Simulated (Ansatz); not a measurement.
Trial structure of GaSb5, not yet relaxed:

```
CELL_PARAMETERS angstrom
6.21530 0.00000 0.00000
-3.10765 5.38260 0.00000
0.00000 0.00000 4.88598
ATOMIC_POSITIONS crystal
Ga 0.00000 0.00000 0.01934
Sb 0.50000 0.00000 0.37109
Sb 0.00000 0.50000 0.37109
Sb 0.50000 0.50000 0.37109
Sb 0.33333 0.66667 0.84867
Sb 0.66667 0.33333 0.84867
```

The calculation used DFT PBE, scalar-relativistic, plane waves, PAW (Ansatz 0.2.0). Cutoff 420 eV; k points 3×3×4 on the computed 6-atom cell (Γ-centred); Gaussian smearing, width 0.10 eV; no spin polarisation.

The zero of energy is the elements' standard structures at the same level; no fitted shifts are applied.

Question: What does a single point on this coarse mesh give?

Answer: The pressure is 9.4 GPa (the mean over three directions, positive in compression), the largest force is 0.81 eV/Å, and the energy is +0.55 eV/atom against the elements. The shortest distance is 2.94 Å.

Question: Is it a good guess?

Answer: A fair one: relaxing gains about 0.20 eV/atom (the start's value is from the coarse mesh, so the gain is rough) in 23 ionic steps and ends at +0.35 eV/atom on the finer mesh. The symmetry goes from P6mm (No. 183) to P6/mmm (No. 191). The end has the CaCu5 type. The volume per atom grows by 13.0 %, from 27.2 to 30.8 Å³. The shortest distance goes from 2.94 Å (Sb–Sb) to 3.09 Å (Sb–Sb). Conventional cell: a = 6.175 Å, c = 5.592 Å. Around Ga lie 6 Sb at 3.57 Å and 12 Sb at 4.17 Å; around Sb on a site of symmetry mmm lie 4 Sb at 3.09 Å and 4 Sb at 3.32 Å; Sb on a site of symmetry -6m2 is surrounded by 6 Sb at 3.32 Å, 3 Ga at 3.57 Å and 3 Sb at 3.57 Å.

The last run used a 6×6×8 mesh (in the run's order of axes) for its 6-atom cell and Gaussian smearing of 0.10 eV. Spin–orbit coupling, which can matter for Sb, is left out. The relaxation can't lower the symmetry of the start, and the grade says only how near the guess is to its own end. A structure relaxed within its symmetry needn't be a true minimum. Another cell of GaSb5 relaxed alike, in P-6m2, lies 111 meV/atom lower, so this cell isn't the stable form at this level.
